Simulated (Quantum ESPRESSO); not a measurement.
TaHf3O7N, finding a planted mistake in a log

A calculation, not a measurement. The program is pw.x of Quantum ESPRESSO 7.5 (plane-wave density functional theory). The cell is made up: 12 atoms on a rutile lattice, with randomly drawn elements, strain and displacements, not relaxed. PseudoDojo standard norm-conserving files (v0.5 for PBE, v0.4.1 for LDA and PBEsol) set the functional; there is no spin polarisation, spin-orbit coupling or dispersion term, and the masses in the input are unused placeholders.

The hafnium pseudopotential is less sure than the others, with forces about 3 percent (worst 6) and pressure in oxides about 1.5 GPa (worst 2.7) from a second method in checks, which no rerun with the same files tests.

Intended input:

```
&control calculation='scf', pseudo_dir='./dojo.nc.sr.pbe.v0_5.standard.upf', outdir='./o', disk_io='low', tprnfor=.true., tstress=.true. /
&system ibrav=0, nat=12, ntyp=4, nbnd=54, ecutwfc=84.00895049, nosym=.true., tot_charge=0,
 occupations='smearing', smearing='fd', degauss=0.0018374661
/
&electrons conv_thr=7.350e-09, electron_maxstep=60, /
ATOMIC_SPECIES
Hf 1.0 Hf.upf
N 1.0 N.upf
O 1.0 O.upf
Ta 1.0 Ta.upf
CELL_PARAMETERS angstrom
4.9236 -0.0051 -0.0047
-0.0051 5.0095 0.0153
-0.0062 0.0203 6.7267
ATOMIC_POSITIONS angstrom
Ta 0.0087 -0.0058 0.0284
Hf 2.4032 2.4652 1.7105
Hf -0.0266 0.0607 3.3575
Hf 2.5286 2.5795 4.9799
O 1.3881 1.4275 -0.0293
O 3.444 3.3745 0.0395
O 4.0374 1.0335 1.7597
O 0.8781 4.0448 1.7456
O 1.4828 1.491 3.5458
N 3.3267 3.52 3.4391
O 3.995 1.0887 4.9128
O 1.0242 4.0307 5.1303
K_POINTS automatic
5 4 3 1 1 1
```

The log is shortened where brackets say so; the opening notice, blank lines, dates and the lines on written files are dropped, and the path of the files is cut. It prints rydbergs, bohrs and kilobars, and counts compression as positive stress. Where no state is partly filled, the Fermi energy that it prints is only some level between the filled and the empty states on the mesh, and need not lie in the true gap.

Log of the intended run:

```
     Program PWSCF v.7.5
     Parallel version (MPI & OpenMP), running on       4 processor cores
     Number of MPI processes:                 4
     Threads/MPI process:                     1
     [start-up lines left out]
     bravais-lattice index     =            0
     lattice parameter (alat)  =       9.3043  a.u.
     unit-cell volume          =    1119.6208 (a.u.)^3
     number of atoms/cell      =           12
     number of atomic types    =            4
     number of electrons       =        96.00
     number of Kohn-Sham states=           54
     kinetic-energy cutoff     =      84.0090  Ry
     charge density cutoff     =     336.0358  Ry
     scf convergence threshold =      7.3E-09
     mixing beta               =       0.7000
     number of iterations used =            8  plain     mixing
     Exchange-correlation= PBE
                           (   1   4   3   4   0   0   0)
     [axes and pseudopotential details left out]
   Cartesian axes
     site n.     atom                  positions (alat units)
         1        Ta     tau(   1) = (   0.0017670  -0.0011780   0.0057681  )
         2        Hf     tau(   2) = (   0.4880977   0.5006901   0.3474081  )
         3        Hf     tau(   3) = (  -0.0054025   0.0123284   0.6819191  )
         4        Hf     tau(   4) = (   0.5135668   0.5239048   1.0114337  )
         5        O      tau(   5) = (   0.2819276   0.2899298  -0.0059509  )
         6        O      tau(   6) = (   0.6994875   0.6853718   0.0080226  )
         7        O      tau(   7) = (   0.8200089   0.2099072   0.3574007  )
         8        O      tau(   8) = (   0.1783449   0.8215119   0.3545370  )
         9        O      tau(   9) = (   0.3011615   0.3028269   0.7201634  )
        10        N      tau(  10) = (   0.6756635   0.7149233   0.6984923  )
        11        O      tau(  11) = (   0.8113974   0.2211185   0.9978055  )
        12        O      tau(  12) = (   0.2080183   0.8186481   1.0419804  )
     number of k points=    30  Fermi-Dirac smearing, width (Ry)=  0.0018
                       cart. coord. in units 2pi/alat
        k(    1) = (   0.1002433   0.1225870   0.1217140), wk =   0.0666667
        k(    2) = (   0.0997790   0.1240769  -0.3662572), wk =   0.0666667
     [further k points left out]
     Dense  grid:   116435 G-vectors     FFT dimensions: (  60,  60,  75)
     Estimated max dynamical RAM per process >     298.83 MB
     Estimated total dynamical RAM >       1.08 GB
     Initial potential from superposition of free atoms
     starting charge      95.9935, renormalised to      96.0000
     Starting wfcs are   72 randomized atomic wfcs
     total cpu time spent up to now is        7.2 secs
     per-process dynamical memory:   212.5 Mb
     Self-consistent Calculation
     iteration #  1     ecut=    84.01 Ry     beta= 0.70
     Davidson diagonalization with overlap
     ethr =  1.00E-02,  avg # of iterations =  2.0
     total cpu time spent up to now is       18.9 secs
     total energy              =    -719.30927312 Ry
     estimated scf accuracy    <       5.70599512 Ry
     iteration #  2     ecut=    84.01 Ry     beta= 0.70
     Davidson diagonalization with overlap
     ethr =  5.94E-03,  avg # of iterations =  6.2
     total cpu time spent up to now is       35.5 secs
     total energy              =    -716.08607565 Ry
     estimated scf accuracy    <      36.86874623 Ry
     [iterations 3 to 16 left out]
     iteration # 17     ecut=    84.01 Ry     beta= 0.70
     Davidson diagonalization with overlap
     ethr =  3.86E-11,  avg # of iterations =  4.8
     total cpu time spent up to now is      245.5 secs
     total energy              =    -722.30951579 Ry
     estimated scf accuracy    <       0.00000001 Ry
     iteration # 18     ecut=    84.01 Ry     beta= 0.70
     Davidson diagonalization with overlap
     ethr =  1.16E-11,  avg # of iterations =  3.2
     total cpu time spent up to now is      258.2 secs
     End of self-consistent calculation
     [lines on levels left out]
     the Fermi energy is     9.6846 ev
!    total energy              =    -722.30951579 Ry
     estimated scf accuracy    <          1.7E-09 Ry
     smearing contrib. (-TS)   =      -0.00000000 Ry
     internal energy E=F+TS    =    -722.30951579 Ry
     The total energy is F=E-TS. E is the sum of the following terms:
     one-electron contribution =    -199.05739520 Ry
     hartree contribution      =     142.61349870 Ry
     xc contribution           =    -179.20415853 Ry
     ewald contribution        =    -486.66146077 Ry
     convergence has been achieved in  18 iterations
     Forces acting on atoms (cartesian axes, Ry/au):
     atom    1 type  4   force =     0.05396261   -0.00752997   -0.03693964
     atom    2 type  1   force =     0.03760737    0.04180789    0.09101712
     atom    3 type  1   force =    -0.02213462   -0.03958872    0.04658849
     atom    4 type  1   force =    -0.00296181   -0.00266899   -0.03385721
     atom    5 type  3   force =    -0.03346814   -0.04372388    0.04276935
     atom    6 type  3   force =     0.01981870    0.05061070    0.02892825
     atom    7 type  3   force =    -0.01029316   -0.02164802   -0.08393618
     atom    8 type  3   force =    -0.00630101    0.01367262   -0.09780830
     atom    9 type  3   force =     0.01222891    0.01116071   -0.06494637
     atom   10 type  2   force =     0.00966654    0.00014449   -0.07903874
     atom   11 type  3   force =     0.03025814   -0.06721075    0.10044954
     atom   12 type  3   force =    -0.08838354    0.06497392    0.08677369
     Total force =     0.305210     Total SCF correction =     0.000105
     Computing stress (Cartesian axis) and pressure
          total   stress  (Ry/bohr**3)                   (kbar)     P=     -163.86
  -0.00080238  -0.00017880  -0.00004202         -118.03      -26.30       -6.18
  -0.00017880  -0.00097508  -0.00008293          -26.30     -143.44      -12.20
  -0.00004202  -0.00008293  -0.00156415           -6.18      -12.20     -230.09
     init_run     :      6.74s CPU      7.01s WALL (       1 calls)
     electrons    :    250.06s CPU    251.02s WALL (       1 calls)
     forces       :      2.43s CPU      2.46s WALL (       1 calls)
     stress       :      8.20s CPU      8.41s WALL (       1 calls)
     [timing details left out]
     PWSCF        :   4m27.66s CPU   4m29.20s WALL
     JOB DONE.
```

A second run was made from an input with one planted mistake. Its log:

```
     Program PWSCF v.7.5
     Parallel version (MPI & OpenMP), running on       4 processor cores
     Number of MPI processes:                 4
     Threads/MPI process:                     1
     [start-up lines left out]
     bravais-lattice index     =            0
     lattice parameter (alat)  =       9.3043  a.u.
     unit-cell volume          =    1119.6208 (a.u.)^3
     number of atoms/cell      =           12
     number of atomic types    =            4
     number of electrons       =        96.00
     number of Kohn-Sham states=           54
     kinetic-energy cutoff     =      84.0090  Ry
     charge density cutoff     =     336.0358  Ry
     scf convergence threshold =      7.3E-03
     mixing beta               =       0.7000
     number of iterations used =            8  plain     mixing
     Exchange-correlation= PBE
                           (   1   4   3   4   0   0   0)
     [axes and pseudopotential details left out]
   Cartesian axes
     site n.     atom                  positions (alat units)
         1        Ta     tau(   1) = (   0.0017670  -0.0011780   0.0057681  )
         2        Hf     tau(   2) = (   0.4880977   0.5006901   0.3474081  )
         3        Hf     tau(   3) = (  -0.0054025   0.0123284   0.6819191  )
         4        Hf     tau(   4) = (   0.5135668   0.5239048   1.0114337  )
         5        O      tau(   5) = (   0.2819276   0.2899298  -0.0059509  )
         6        O      tau(   6) = (   0.6994875   0.6853718   0.0080226  )
         7        O      tau(   7) = (   0.8200089   0.2099072   0.3574007  )
         8        O      tau(   8) = (   0.1783449   0.8215119   0.3545370  )
         9        O      tau(   9) = (   0.3011615   0.3028269   0.7201634  )
        10        N      tau(  10) = (   0.6756635   0.7149233   0.6984923  )
        11        O      tau(  11) = (   0.8113974   0.2211185   0.9978055  )
        12        O      tau(  12) = (   0.2080183   0.8186481   1.0419804  )
     number of k points=    30  Fermi-Dirac smearing, width (Ry)=  0.0018
                       cart. coord. in units 2pi/alat
        k(    1) = (   0.1002433   0.1225870   0.1217140), wk =   0.0666667
        k(    2) = (   0.0997790   0.1240769  -0.3662572), wk =   0.0666667
     [further k points left out]
     Dense  grid:   116435 G-vectors     FFT dimensions: (  60,  60,  75)
     Estimated max dynamical RAM per process >     298.83 MB
     Estimated total dynamical RAM >       1.08 GB
     Initial potential from superposition of free atoms
     starting charge      95.9935, renormalised to      96.0000
     Starting wfcs are   72 randomized atomic wfcs
     total cpu time spent up to now is        7.6 secs
     per-process dynamical memory:   212.5 Mb
     Self-consistent Calculation
     iteration #  1     ecut=    84.01 Ry     beta= 0.70
     Davidson diagonalization with overlap
     ethr =  1.00E-02,  avg # of iterations =  2.0
     total cpu time spent up to now is       18.8 secs
     total energy              =    -719.30927312 Ry
     estimated scf accuracy    <       5.70599512 Ry
     iteration #  2     ecut=    84.01 Ry     beta= 0.70
     Davidson diagonalization with overlap
     ethr =  5.94E-03,  avg # of iterations =  6.2
     total cpu time spent up to now is       35.5 secs
     total energy              =    -716.08607565 Ry
     estimated scf accuracy    <      36.86874623 Ry
     [iterations 3 to 5 left out]
     iteration #  6     ecut=    84.01 Ry     beta= 0.70
     Davidson diagonalization with overlap
     ethr =  3.60E-04,  avg # of iterations =  5.4
     total cpu time spent up to now is       91.1 secs
     total energy              =    -722.29145151 Ry
     estimated scf accuracy    <       0.08630932 Ry
     iteration #  7     ecut=    84.01 Ry     beta= 0.70
     Davidson diagonalization with overlap
     ethr =  8.99E-05,  avg # of iterations =  6.7
     total cpu time spent up to now is      106.6 secs
     End of self-consistent calculation
     [lines on levels left out]
     the Fermi energy is     9.7361 ev
!    total energy              =    -722.30409322 Ry
     estimated scf accuracy    <       0.00731978 Ry
     smearing contrib. (-TS)   =      -0.00000000 Ry
     internal energy E=F+TS    =    -722.30409322 Ry
     The total energy is F=E-TS. E is the sum of the following terms:
     one-electron contribution =    -198.83818057 Ry
     hartree contribution      =     142.32294002 Ry
     xc contribution           =    -179.12739190 Ry
     ewald contribution        =    -486.66146077 Ry
     convergence has been achieved in   7 iterations
     Forces acting on atoms (cartesian axes, Ry/au):
     atom    1 type  4   force =     0.05590003   -0.00421814   -0.04497730
     atom    2 type  1   force =     0.03696598    0.04098458    0.09362053
     atom    3 type  1   force =    -0.02188751   -0.03848315    0.05297278
     atom    4 type  1   force =    -0.00278248   -0.00275528   -0.03532261
     atom    5 type  3   force =    -0.02845356   -0.03866589    0.04236565
     atom    6 type  3   force =     0.01391293    0.04382675    0.02776690
     atom    7 type  3   force =    -0.01166476   -0.01976834   -0.07334478
     atom    8 type  3   force =    -0.00496660    0.01184761   -0.08752254
     atom    9 type  3   force =     0.01094194    0.01006726   -0.06627263
     atom   10 type  2   force =     0.00925476   -0.00011990   -0.08065018
     atom   11 type  3   force =     0.02618026   -0.06300917    0.09298203
     atom   12 type  3   force =    -0.08340099    0.06029368    0.07838216
     Total force =     0.291481     Total SCF correction =     0.248373
     SCF correction compared to forces is large: reduce conv_thr to get better values
     Computing stress (Cartesian axis) and pressure
          total   stress  (Ry/bohr**3)                   (kbar)     P=     -186.36
  -0.00095541  -0.00017846  -0.00004497         -140.55      -26.25       -6.61
  -0.00017846  -0.00112458  -0.00008995          -26.25     -165.43      -13.23
  -0.00004497  -0.00008995  -0.00172050           -6.61      -13.23     -253.09
     init_run     :      7.10s CPU      7.36s WALL (       1 calls)
     electrons    :     98.40s CPU     99.08s WALL (       1 calls)
     forces       :      2.42s CPU      2.45s WALL (       1 calls)
     stress       :      8.24s CPU      8.46s WALL (       1 calls)
     [timing details left out]
     PWSCF        :   1m56.50s CPU   1m57.74s WALL
     JOB DONE.
```

Question: what was wrong in the second input?

Answer: the self-consistency threshold is too loose. The input lines that differ, file-writing options aside:

```
- &electrons conv_thr=7.350e-09, electron_maxstep=60, /
+ &electrons conv_thr=7.350e-03, electron_maxstep=60, /
```

|  | intended run | run with the mistake |
| --- | --- | --- |
| free energy (eV) | -9827.522 | -9827.448 |
| smearing term -TS (eV) | 0.0000 | 0.0000 |
| pressure (GPa) | -16.39 | -18.64 |
| largest force component (eV/Å) | 2.583 | 2.407 |
| largest change of a force component (eV/Å) |  | 0.272 |
| iterations | 18 | 7 |

For scale, a rerun of the intended cell at a cutoff of 1437 eV and k mesh 7 x 6 x 5 moved values by no more than 0.004 eV in energy, 0.04 GPa in stress and 0.003 eV/Å in force.